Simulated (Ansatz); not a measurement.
# Al₂GeH₂O₆: ¹⁷O NMR of the central transition

Cell: a computed structure from the Materials Project (it need not be an observed phase).

Space group C2/c (No. 15); a = 5.4102, b = 8.4484, c = 9.0618 Å, β = 102.93°.

| site | Wyckoff | site symmetry | x | y | z |
| --- | --- | --- | --- | --- | --- |
| Al | 8f | 1 | 0.4246 | 0.1331 | 0.0856 |
| Ge | 4e | 2 | 0.5000 | 0.7760 | 0.2500 |
| H | 8f | 1 | 0.5513 | 0.4134 | 0.0676 |
| O11 | 8f | 1 | 0.5728 | 0.9065 | 0.4110 |
| O15 | 8f | 1 | 0.2713 | 0.1525 | 0.2605 |
| O19 | 8f | 1 | 0.3992 | 0.3491 | 0.0436 |

One atom of each set is listed; the run and its k-mesh use a cell of 22 atoms with edges of 5.02, 5.02, 9.06 Å.

Computed with Ansatz: DFT, PBE, plane waves and PAW, scalar-relativistic, 420 eV cutoff, Γ-centred 5×5×3 k-points, Fermi–Dirac smearing 0.02 eV.

¹⁷O has I = 5/2 and Q = -25.58 mb (Pyykkö 2018); at 35.2 T its Larmor frequency is ν₀ = 203.3 MHz. Only the quadrupole interaction is simulated: positions count from each site's isotropic chemical shift, and J coupling is left out, as are shift anisotropy and dipolar coupling, which fast spinning averages.

(1) What does the ¹⁷O spectrum (fast magic-angle spinning) show for each site?

Answers

(1) 

```
site                                                   first shell  C_Q (MHz)     η  P_Q (MHz)  δ_QIS (ppm)  breadth (kHz)
 O11       1 Ge at 1.80 Å, 2 Al at 1.91–1.96 Å; also 1 H at 2.00 Å      -6.09  0.59       6.43        -6.01           2.83
 O15                           1 Ge at 1.79 Å, 2 Al at 1.91–1.95 Å      -6.79  0.62       7.21        -7.55           3.55
 O19  1 H at 0.97 Å, 2 Al at 1.86–1.88 Å; also 2 Ge at 3.02–3.22 Å      -7.35  0.66       7.87        -9.00           4.22
```

δ_QIS = −(ν_Q²/30ν₀²)[I(I+1) − 3/4](1 + η²/3) × 10⁶ ppm with ν_Q = 3|C_Q|/[2I(2I−1)]; it falls as 1/B₀² in ppm, and the breadth as 1/B₀ in kHz.

At O11 and O15 V_zz points along its shortest bond, to Ge (within 5°) in each case. At O19 V_zz points along its shortest bond, to H (within 3°).

Hardware: 1 thread of Intel Xeon 6975P-C (Granite Rapids) (x86_64; 16 cores open to the job, memory cap 2.5 GiB, no GPU), a shared host with a load of 0.4 a core. Wall time 21 s, CPU time 21 s, peak memory 0.7 GiB.
